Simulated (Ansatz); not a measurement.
Values for one crystal, relaxed and computed with r²SCAN+D4 (plane waves, PAW; program Ansatz); other levels are named.

```yaml
volume_per_atom: 23.23 Å³
band_gap: 2.02 eV (direct)
Hole effective mass with spin–orbit coupling: 0.19, 0.67, 1.1 mₑ (principal values)
HSE06 gap on the r²SCAN+D4 cell: 2.53 eV
Electron effective mass with spin–orbit coupling: 0.15, 0.18, 0.19 mₑ (principal values)
electron_effective_mass: 0.15, 0.18, 0.19 mₑ (principal values)
Pressure derivative B′: 8.8
```

Task: Which compound is it?
A. V2O5, P2_1/m (Pearson symbol mP14)
B. ZnSe, Pnma (Zn on 4c, Se on 4c)
C. WSe2, P6_3/mmc (W on 2c, Se on 4f)
D. LiV2O5, Pmmn (Pearson symbol oP16)

Result: B, ZnSe, Pnma (Zn on 4c, Se on 4c)

The start of the workflow was typed in or built on a structure type; neither database checked (COD, Materials Project) lists it. It is not the phase usual at ambient conditions (space group No. 216). Symmetry was held in the r²SCAN+D4 relaxation; whether a distortion lowers the energy is not shown. Spin–orbit coupling is left out wherever it is not named.

Potentials: the later of the program's two PAW sets.
